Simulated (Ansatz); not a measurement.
Cs:
```
Cs
1.0
   -3.02007     3.02007     3.02007
    3.02007    -3.02007     3.02007
    3.02007     3.02007    -3.02007
Cs
1
Direct
  0.00000   0.00000   0.00000
```

Relaxed with PBE+D3(BJ). Special points in fractions of this cell's reciprocal vectors: Γ (0.000, 0.000, 0.000); H (0.500, -0.500, 0.500); N (0.000, 0.000, 0.500); P (0.250, 0.250, 0.250).

Question: List the band energies nearest the Fermi level at these points for DFT-PBE+D3(BJ) in the program Ansatz with PAW potentials.

Answer: In eV from the Fermi level; about four levels below and three above (degenerate sets whole), none deeper than 8.9 eV; points with the same levels are listed once.

| k | below | above |
|---|---|---|
| Γ | -1.73 | 2.51 2.51 2.51 |
| H | – | 0.60 0.60 3.10 3.10 3.10 |
| N | – | 0.01 0.91 1.63 |
| P | – | 0.99 0.99 0.99 |

Space group Im-3m (bcc (W type)). The PBE+D3(BJ) relaxation kept the symmetry of its start. The pairwise dispersion correction was not fitted to metals. Scalar-relativistic: spin–orbit coupling is off unless named, which matters more the heavier the elements.

Potentials: the later of the program's two PAW sets.
